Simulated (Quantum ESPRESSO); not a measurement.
## Cu4Mo2TiPd (one run as intended and one with a planted mistake)

A calculation, not a measurement. The program is pw.x of Quantum ESPRESSO 7.5 (plane-wave density functional theory). The cell is made up: eight metal atoms on a hexagonal close-packed lattice, with elements, volume, strain and displacements drawn at random and not relaxed, so it may be unstable or far from any real phase. PseudoDojo standard norm-conserving files set the functional (PBE unless stated); there is no spin polarisation or spin-orbit coupling, the Fermi-Dirac width of 0.25 eV means electrons at about 2900 K, and the masses in the input are unused placeholders. The copper pseudopotential is less sure than most, with forces differing by about three percent and pressure by about two GPa from a second method on plain copper. A spin test at this wide smearing found no moment, but such smearing suppresses magnetism that the real alloy may have.

Intended input:

```
&control calculation='scf', pseudo_dir='./dojo.nc.sr.pbe.v0_5.standard.upf', outdir='./o', disk_io='minimal', tprnfor=.true., tstress=.true. /
&system ibrav=0, nat=8, ntyp=4, nbnd=80, ecutwfc=92.02030273, nosym=.true., tot_charge=0,
 occupations='smearing', smearing='fd', degauss=0.0183746611
/
&electrons conv_thr=1.470e-08, electron_maxstep=70, mixing_beta=0.5 /
ATOMIC_SPECIES
Cu 1.0 Cu.upf
Mo 1.0 Mo.upf
Pd 1.0 Pd.upf
Ti 1.0 Ti.upf
CELL_PARAMETERS angstrom
-0.0419 -0.0377 -4.3899
0.0626 4.5345 0.0392
5.2906 0.0723 0.0502
ATOMIC_POSITIONS angstrom
Cu 0.0443 -0.1185 0.0119
Mo 2.7148 0.0494 0.1296
Ti 1.4184 2.3267 0.094
Cu 4.1236 2.3483 0.0804
Pd -0.0576 1.5429 -2.205
Cu 2.6377 1.5526 -2.1746
Cu 1.3494 3.7887 -2.1275
Mo 4.0775 3.7521 -2.0569
K_POINTS automatic
5 5 5 1 1 1
```

The log is shortened where brackets say so; the opening notice, blank lines, dates and the lines on written files are dropped, and the path of the files is cut. It prints rydbergs, bohrs and kilobars, and counts compression as positive stress. Its total energy is the free energy E - TS of the whole cell.

Log of the intended run:

```
     Program PWSCF v.7.5
     Parallel version (MPI & OpenMP), running on       4 processor cores
     Number of MPI processes:                 4
     Threads/MPI process:                     1
     [start-up lines left out]
     bravais-lattice index     =            0
     lattice parameter (alat)  =       8.2964  a.u.
     unit-cell volume          =     710.4492 (a.u.)^3
     number of atoms/cell      =            8
     number of atomic types    =            4
     number of electrons       =       134.00
     number of Kohn-Sham states=           80
     kinetic-energy cutoff     =      92.0203  Ry
     charge density cutoff     =     368.0812  Ry
     scf convergence threshold =      1.5E-08
     mixing beta               =       0.5000
     number of iterations used =            8  plain     mixing
     Exchange-correlation= PBE
                           (   1   4   3   4   0   0   0)
     [axes and pseudopotential details left out]
   Cartesian axes
     site n.     atom                  positions (alat units)
         1        Cu     tau(   1) = (   0.0100905  -0.0269916   0.0027105  )
         2        Mo     tau(   2) = (   0.6183686   0.0112522   0.0295199  )
         3        Ti     tau(   3) = (   0.3230787   0.5299684   0.0214110  )
         4        Cu     tau(   4) = (   0.9392606   0.5348884   0.0183133  )
         5        Pd     tau(   5) = (  -0.0131199   0.3514369  -0.5022479  )
         6        Cu     tau(   6) = (   0.6008070   0.3536463  -0.4953235  )
         7        Cu     tau(   7) = (   0.3073621   0.8629781  -0.4845952  )
         8        Mo     tau(   8) = (   0.9287601   0.8546415  -0.4685142  )
     number of k points=    63  Fermi-Dirac smearing, width (Ry)=  0.0184
                       cart. coord. in units 2pi/alat
        k(    1) = (   0.0826271   0.0965569  -0.1016261), wk =   0.0320000
        k(    2) = (   0.2486377   0.0942787  -0.1031911), wk =   0.0320000
     [further k points left out]
     Dense  grid:    84771 G-vectors     FFT dimensions: (  54,  54,  64)
     Estimated max dynamical RAM per process >     358.07 MB
     Estimated total dynamical RAM >       1.34 GB
     Initial potential from superposition of free atoms
     starting charge     133.9941, renormalised to     134.0000
     Starting wfcs are   79 randomized atomic wfcs +    1 random wfcs
     total cpu time spent up to now is        3.6 secs
     per-process dynamical memory:   288.4 Mb
     Self-consistent Calculation
     iteration #  1     ecut=    92.02 Ry     beta= 0.50
     Davidson diagonalization with overlap
     ethr =  1.00E-02,  avg # of iterations =  3.0
     total cpu time spent up to now is       13.1 secs
     total energy              =   -2180.68018124 Ry
     estimated scf accuracy    <      11.52244207 Ry
     iteration #  2     ecut=    92.02 Ry     beta= 0.50
     Davidson diagonalization with overlap
     ethr =  8.60E-03,  avg # of iterations =  3.0
     total cpu time spent up to now is       23.1 secs
     total energy              =   -2185.80954076 Ry
     estimated scf accuracy    <      30.87558475 Ry
     [iterations 3 to 17 left out]
     iteration # 18     ecut=    92.02 Ry     beta= 0.50
     Davidson diagonalization with overlap
     ethr =  1.94E-11,  avg # of iterations =  2.0
     total cpu time spent up to now is      150.6 secs
     total energy              =   -2187.62404123 Ry
     estimated scf accuracy    <       0.00000002 Ry
     iteration # 19     ecut=    92.02 Ry     beta= 0.50
     Davidson diagonalization with overlap
     ethr =  1.14E-11,  avg # of iterations =  2.0
     total cpu time spent up to now is      158.5 secs
     End of self-consistent calculation
     [lines on levels left out]
!    total energy              =   -2187.62404123 Ry
     estimated scf accuracy    <          4.8E-09 Ry
     smearing contrib. (-TS)   =      -0.09378560 Ry
     internal energy E=F+TS    =   -2187.53025563 Ry
     The total energy is F=E-TS. E is the sum of the following terms:
     one-electron contribution =   -1033.29213979 Ry
     hartree contribution      =     600.54148462 Ry
     xc contribution           =    -287.84884062 Ry
     ewald contribution        =   -1466.93075983 Ry
     convergence has been achieved in  19 iterations
     Forces acting on atoms (cartesian axes, Ry/au):
     atom    1 type  1   force =     0.00818840    0.04177571    0.00169593
     atom    2 type  2   force =     0.01080754    0.00154068   -0.03016787
     atom    3 type  4   force =     0.00544191   -0.00625533   -0.02362962
     atom    4 type  1   force =    -0.03130168   -0.02950073    0.00091879
     atom    5 type  3   force =     0.05120094   -0.07968940    0.01956451
     atom    6 type  1   force =     0.00367693    0.00373718    0.02450431
     atom    7 type  1   force =     0.02232382    0.01231681    0.01337516
     atom    8 type  2   force =    -0.07033786    0.05607508   -0.00626120
     Total force =     0.155773     Total SCF correction =     0.000301
     Computing stress (Cartesian axis) and pressure
          total   stress  (Ry/bohr**3)                   (kbar)     P=      144.09
   0.00094320  -0.00034988  -0.00004196          138.75      -51.47       -6.17
  -0.00034988   0.00129074  -0.00006565          -51.47      189.88       -9.66
  -0.00004196  -0.00006565   0.00070465           -6.17       -9.66      103.66
     init_run     :      3.40s CPU      3.54s WALL (       1 calls)
     electrons    :    151.17s CPU    154.86s WALL (       1 calls)
     forces       :      1.34s CPU      1.34s WALL (       1 calls)
     stress       :      4.53s CPU      4.53s WALL (       1 calls)
     [timing details left out]
     PWSCF        :   2m40.52s CPU   2m44.37s WALL
     JOB DONE.
```

A second run has one planted mistake: one coordinate of one atom is wrong. The input lines that differ:

```
- Cu 2.6377 1.5526 -2.1746
+ Cu 2.3877 1.5526 -2.1746
```

Its log:

```
     Program PWSCF v.7.5
     Parallel version (MPI & OpenMP), running on       4 processor cores
     Number of MPI processes:                 4
     Threads/MPI process:                     1
     [start-up lines left out]
     bravais-lattice index     =            0
     lattice parameter (alat)  =       8.2964  a.u.
     unit-cell volume          =     710.4492 (a.u.)^3
     number of atoms/cell      =            8
     number of atomic types    =            4
     number of electrons       =       134.00
     number of Kohn-Sham states=           80
     kinetic-energy cutoff     =      92.0203  Ry
     charge density cutoff     =     368.0812  Ry
     scf convergence threshold =      1.5E-08
     mixing beta               =       0.5000
     number of iterations used =            8  plain     mixing
     Exchange-correlation= PBE
                           (   1   4   3   4   0   0   0)
     [axes and pseudopotential details left out]
   Cartesian axes
     site n.     atom                  positions (alat units)
         1        Cu     tau(   1) = (   0.0100905  -0.0269916   0.0027105  )
         2        Mo     tau(   2) = (   0.6183686   0.0112522   0.0295199  )
         3        Ti     tau(   3) = (   0.3230787   0.5299684   0.0214110  )
         4        Cu     tau(   4) = (   0.9392606   0.5348884   0.0183133  )
         5        Pd     tau(   5) = (  -0.0131199   0.3514369  -0.5022479  )
         6        Cu     tau(   6) = (   0.5438628   0.3536463  -0.4953235  )
         7        Cu     tau(   7) = (   0.3073621   0.8629781  -0.4845952  )
         8        Mo     tau(   8) = (   0.9287601   0.8546415  -0.4685142  )
     number of k points=    63  Fermi-Dirac smearing, width (Ry)=  0.0184
                       cart. coord. in units 2pi/alat
        k(    1) = (   0.0826271   0.0965569  -0.1016261), wk =   0.0320000
        k(    2) = (   0.2486377   0.0942787  -0.1031911), wk =   0.0320000
     [further k points left out]
     Dense  grid:    84771 G-vectors     FFT dimensions: (  54,  54,  64)
     Estimated max dynamical RAM per process >     358.07 MB
     Estimated total dynamical RAM >       1.34 GB
     Initial potential from superposition of free atoms
     starting charge     133.9941, renormalised to     134.0000
     Starting wfcs are   79 randomized atomic wfcs +    1 random wfcs
     total cpu time spent up to now is        3.5 secs
     per-process dynamical memory:   288.4 Mb
     Self-consistent Calculation
     iteration #  1     ecut=    92.02 Ry     beta= 0.50
     Davidson diagonalization with overlap
     ethr =  1.00E-02,  avg # of iterations =  3.0
     total cpu time spent up to now is       12.8 secs
     total energy              =   -2180.58583678 Ry
     estimated scf accuracy    <      11.63520111 Ry
     iteration #  2     ecut=    92.02 Ry     beta= 0.50
     Davidson diagonalization with overlap
     ethr =  8.68E-03,  avg # of iterations =  3.0
     total cpu time spent up to now is       22.5 secs
     total energy              =   -2185.75642702 Ry
     estimated scf accuracy    <      31.19557230 Ry
     [iterations 3 to 16 left out]
     iteration # 17     ecut=    92.02 Ry     beta= 0.50
     Davidson diagonalization with overlap
     ethr =  1.80E-10,  avg # of iterations =  2.0
     total cpu time spent up to now is      141.0 secs
     total energy              =   -2187.60354342 Ry
     estimated scf accuracy    <       0.00000012 Ry
     iteration # 18     ecut=    92.02 Ry     beta= 0.50
     Davidson diagonalization with overlap
     ethr =  8.59E-11,  avg # of iterations =  2.0
     total cpu time spent up to now is      148.4 secs
     End of self-consistent calculation
     [lines on levels left out]
!    total energy              =   -2187.60354343 Ry
     estimated scf accuracy    <       0.00000001 Ry
     smearing contrib. (-TS)   =      -0.09452939 Ry
     internal energy E=F+TS    =   -2187.50901404 Ry
     The total energy is F=E-TS. E is the sum of the following terms:
     one-electron contribution =   -1037.91445756 Ry
     hartree contribution      =     602.84752977 Ry
     xc contribution           =    -287.86862662 Ry
     ewald contribution        =   -1464.57345963 Ry
     convergence has been achieved in  18 iterations
     Forces acting on atoms (cartesian axes, Ry/au):
     atom    1 type  1   force =     0.00581372    0.04318554    0.00152885
     atom    2 type  2   force =     0.01903169    0.00289510   -0.02931947
     atom    3 type  4   force =    -0.00276184    0.00142077   -0.02880419
     atom    4 type  1   force =    -0.03520414   -0.03045221    0.00284687
     atom    5 type  3   force =    -0.00406083   -0.07976613    0.01918062
     atom    6 type  1   force =     0.08467270   -0.00642725    0.02774486
     atom    7 type  1   force =     0.01465590    0.01579517    0.01368251
     atom    8 type  2   force =    -0.08214720    0.05334901   -0.00686005
     Total force =     0.176539     Total SCF correction =     0.000427
     Computing stress (Cartesian axis) and pressure
          total   stress  (Ry/bohr**3)                   (kbar)     P=      152.24
   0.00102233  -0.00038832  -0.00003783          150.39      -57.12       -5.57
  -0.00038832   0.00126419  -0.00007316          -57.12      185.97      -10.76
  -0.00003783  -0.00007316   0.00081824           -5.57      -10.76      120.37
     init_run     :      3.29s CPU      3.44s WALL (       1 calls)
     electrons    :    141.42s CPU    144.94s WALL (       1 calls)
     forces       :      1.32s CPU      1.32s WALL (       1 calls)
     stress       :      4.39s CPU      4.39s WALL (       1 calls)
     [timing details left out]
     PWSCF        :   2m30.50s CPU   2m34.19s WALL
     JOB DONE.
```

```
                                            intended run  run with the mistake
                          free energy (eV)    -29764.141            -29763.862
         entropy term -TS, part of it (eV)        -1.276                -1.286
                            pressure (GPa)         14.41                 15.22
size of the largest force component (eV/Å)         2.049                 2.177
largest change of a force component (eV/Å)                               2.082
                                iterations            19                    18
```

For scale, a rerun of the intended cell at a higher cutoff and on a denser mesh moved values by no more than 0.004 eV in energy, 0.06 GPa in stress and 0.008 eV/Å in force, and a second program with other atomic files agreed on that cell to 2 % rms in force and 0.5 GPa in pressure.